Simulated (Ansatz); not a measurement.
# Magnetic and orbital states of Ni

Ni is taken as a measured crystal structure (space group Fm-3m, primitive cell doubled), 2 atoms in the cell. The computed pressure is over 10 GPa in size, so the cell is far from the computed equilibrium volume (the chosen U may not suit it). Source: COD entry 9013001, which need not be the ambient phase.

```
Ni
1.0
     3.54220    1.77110    1.77110
     1.77110    3.54220    1.77110
     1.77110    1.77110    3.54220
Ni
2
Direct
  0.00000 0.00000 0.00000
  0.50000 0.50000 0.50000
```

Numbers behind element symbols give the atom's place in this list.

Theory: Ansatz development build ahead of 0.2.0, DFT, PBE+U, PAW, plane waves, scalar-relativistic.

* Hubbard term (Dudarev form): U − J = 6.2 eV on Ni d, on Löwdin-orthonormalised all-electron atomic orbitals
* Plane-wave cutoff: 420 eV
* k-point mesh: 13×13×13 (Γ-centred)
* Occupations: Gaussian smearing, 0.1 eV
* Valence electrons: 36

Site moments are integrals over atomic spheres and don't add up to the total.

A static U favours moments and orbital order; the result depends on U and need not be the measured state. The U is a test value, not one fitted to this metal, and a U on a metal's d shells tends to overstate moments.

Command:
```sh
ansatz run input.yaml --threads 2 --pin off --max-ram 5120MiB --backend cpu --events-out ev --progress --plain --runs-dir out
```

Machine: 2 threads of Arm Neoverse V1, on a shared host.

A plain SCF has the search for lower states switched off and ends at the first converged state.

```csv
start,iterations,wall time (s),final moments of Ni1 Ni2 (μB),total (μB),gap (eV),pressure (GPa),F − F(lowest) (meV/atom)
"whole orbital fillings typed, random choice 1 of orbitals (Ni1 5 up 4 down, Ni2 5 up 4 down), symmetry off, plain SCF [spin density started apart from these, at Ni1 2.00, Ni2 2.00 μB]",43,770,0.90 0.90,1.79,none,21.9,0.0
"parallel moments, plain SCF [Ni1 2.00, Ni2 2.00 μB]",13,20,0.78 0.78,1.44,none,-0.4,543
"parallel moments scaled by 0.03, plain SCF [Ni1 0.06, Ni2 0.06 μB]",19,18,0.78 0.78,1.44,none,-0.4,543
"spin on, no moments given (the program may seed its own), plain SCF",14,18,0.78 0.78,1.44,none,-0.4,543
"opposed moments +-, plain SCF [Ni1 2.00, Ni2 -2.00 μB]",38,22,0.69 -0.69,0.00,none,1.2,647
no spin polarisation,10,6.9,0.00 0.00,0.00,none,-4.5,754
```

6 runs converged, to 4 different states. The lowest is ferromagnetic, site moments Ni1 0.90, Ni2 0.90 μB, total 1.79 μB per cell, no gap on the k-mesh; it was reached by the start “whole orbital fillings typed, random choice 1 of orbitals (Ni1 5 up 4 down, Ni2 5 up 4 down), symmetry off, plain SCF [spin density started apart from these, at Ni1 2.00, Ni2 2.00 μB]”. Switching spin polarisation off costs 754 meV/atom. The best antiferromagnetic state lies 647 meV/atom above the best ferromagnetic one. The same kind of order also converges up to 543 meV/atom too high (ferromagnetic, site moments Ni1 0.78, Ni2 0.78 μB, total 1.44 μB per cell, no gap on the k-mesh), so convergence alone doesn't show that a state is the lowest. The typed fillings weren't kept. Only runs with symmetry switched off, or that left it, reached the lowest state. A lower state, such as a non-collinear one or one in a larger cell, can't be excluded. This multiple of the primitive cell fits some opposed orders; other multiples fit others. The order of the states may change once the cell relaxes.
